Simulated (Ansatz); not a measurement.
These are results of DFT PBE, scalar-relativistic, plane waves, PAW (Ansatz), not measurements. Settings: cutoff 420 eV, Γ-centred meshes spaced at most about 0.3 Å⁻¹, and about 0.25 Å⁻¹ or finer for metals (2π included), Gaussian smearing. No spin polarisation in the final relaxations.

All energies are static (0 K, no zero-point motion).

Two relaxed structures of SiGe3Ru:

A.

```
Si Ge Ru
1.0
     5.87378    0.00000    0.00000
    -2.93689    5.08684    0.00000
     0.00000    0.00000    5.86135
Si Ge Ru
2 6 2
Direct
  0.00000 0.00000 0.50000
  0.00000 0.00000 0.00000
  0.36985 0.95657 0.75000
  0.58672 0.63015 0.75000
  0.04343 0.41328 0.75000
  0.04343 0.63015 0.25000
  0.36985 0.41328 0.25000
  0.58672 0.95657 0.25000
  0.66667 0.33333 0.00000
  0.66667 0.33333 0.50000
```

B.

```
Si Ge Ru
1.0
     3.92073    0.00000    0.00000
     0.00000    3.92073    0.00000
     0.00000    0.00000    6.60953
Si Ge Ru
1 3 1
Direct
  0.00000 0.00000 0.16431
  0.00000 0.50000 0.45218
  0.50000 0.00000 0.45218
  0.50000 0.50000 0.03616
  0.50000 0.50000 0.66777
```

Question: Which would you expect to be lower, and how large is the difference?

Answer: A is lower, by 290 meV/atom. A has space group P-6c2 (No. 188), 17.5 Å³/atom and no gap on its mesh; B has space group P4mm (No. 99), 20.3 Å³/atom and no gap. Counting Ge or Si atoms around Ru (for each partner element, those within 1.25 times its shortest distance or 1.15 times the sum of covalent radii, where it is the nearest in units of that sum or under 1.3), A has Ru 6 and B has Ru 5. The denser one is the lower, and pressure would at first widen the difference. Even the lower one lies +0.18 eV/atom against the reference forms of the elements (uncorrected), so neither is stable at this level. Both come from invented guesses.

Cells relaxed within their symmetry can be saddle points.
